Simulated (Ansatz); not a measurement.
Starting cell, Ti (hcp, Mg type):

```yaml
crystal:
  lattice:
    - [5.87183, 0.00000, 0.00000]
    - [-1.46796, 2.54258, 0.00000]
    - [2.93591, 0.00000, 4.63642]
  atoms:
    - { symbol: Ti, position: [0.79167, 0.66667, 0.75000] }
    - { symbol: Ti, position: [0.29167, 0.66667, 0.75000] }
    - { symbol: Ti, position: [0.20833, 0.33333, 0.25000] }
    - { symbol: Ti, position: [0.70833, 0.33333, 0.25000] }
```

A phonon eigenvector at L = (0.5, 0.0, 0.5) is frozen into this cell: atom i moves by Q times the vector below, so Q is the largest atomic displacement, in Å. The cell is held. It is one choice among 2 degenerate patterns. (q is in reciprocal vectors of the primitive cell; the cell shown is doubled to hold the pattern.)

```
atom       x       y      z
----  ------  ------  -----
Ti3    0.500  -0.866  0.000
Ti4   -0.500   0.866  0.000
```

Atoms not listed stay in place.

All values below come from r2SCAN (plane waves to 500 eV, PAW, scalar-relativistic; Ansatz, a first-principles code). k mesh 18×18×18 (Γ-centred), Fermi-Dirac smearing 0.05 eV. E stands for the smeared free energy. With partly filled bands, energies and forces of such displacements shift with the k mesh and the smearing. Ti is run without spin polarisation. Ti was relaxed with its symmetry unable to fall. ΔE is measured from the undisplaced structure. The last digit holds for this mesh only.

```tsv
Q (Å)	ΔE (meV/cell)
-0.2800	454.4
-0.2333	326.7
-0.1867	214.2
-0.1400	withheld
-0.0933	55.7
-0.0467	14.1
0.0000	0.0
0.0467	14.1
0.0933	55.7
0.1400	withheld
0.1867	214.2
0.2333	326.7
0.2800	454.4
```

### Question
Fit an even polynomial form (powers 2, 4, 6) to the given rows and predict ΔE at Q = -0.1400.

### Answer
Least squares on the 11 given rows: ΔE = (6423)·Q² + (-7407)·Q⁴ + (-7431)·Q⁶, in meV/cell with Q in Å; root-mean-square residual 0.25 meV/cell. At -0.1400 the fit gives 123.0 meV/cell; the calculation gives 123.0 meV/cell, the same to the digits shown. The quadratic term alone would give 125.9 meV/cell.

(For displaced atoms, the force is minus the slope of the energy, and its curvature is a force constant, which sets phonon frequencies.)
